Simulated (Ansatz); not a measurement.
Re (hcp, Mg type)

```xyz
2
Lattice="2.7577 0.0000 0.0000 -1.3789 2.3882 0.0000 0.0000 0.0000 4.4625" Properties=species:S:1:pos:R:3 pbc="T T T"
Re     0.0000     1.5922     3.3469
Re     1.3789     0.7961     1.1156
```

The relaxed cell is deformed in two ways at once: its volume V is scaled, and at that volume it is stretched along z (the c axis of the conventional cell) so that c/a changes. Fractional atomic positions are held.

These are r2SCAN (plane waves to 500 eV, PAW, scalar-relativistic; Ansatz, a program for electronic structure) values and carry that method's errors. k mesh 19×19×11 (Γ-centred), Fermi-Dirac smearing 0.05 eV. E stands for the smeared free energy. With partly filled bands, the response to shear is sensitive to the k mesh, so small differences along c/a are uncertain. Re is run without spin polarisation. Re was relaxed with its symmetry unable to fall. Spin-orbit coupling is left out, though Re is heavy. The PAW data are Ansatz's earlier set. ΔE is measured from the relaxed starting cell.

Give the computed ΔE (kJ/mol of atoms) at all points of the grid V/V₀ = 0.960, 0.980, 1.000, 1.020, 1.040 by (c/a)/(c/a)₀ = 0.920, 0.960, 1.000, 1.040, 1.080.

ΔE (kJ/mol of atoms), with V/V₀ across and (c/a)/(c/a)₀ down:

| (c/a)/(c/a)₀ \ V/V₀ | 0.960 | 0.980 | 1.000 | 1.020 | 1.040 |
|---|---|---|---|---|---|
| 0.920 | 12.5 | 9.8 | 8.6 | 8.8 | 10.3 |
| 0.960 | 5.3 | 2.9 | 2.1 | 2.7 | 4.5 |
| 1.000 | 3.0 | 0.7 | 0.0 | 0.7 | 2.6 |
| 1.040 | 5.5 | 3.1 | 2.3 | 2.8 | 4.6 |
| 1.080 | 12.6 | 9.9 | 8.7 | 9.0 | 10.5 |

(A scan under strain: stresses follow from slopes of the energy per volume, elastic moduli from its curvatures.)
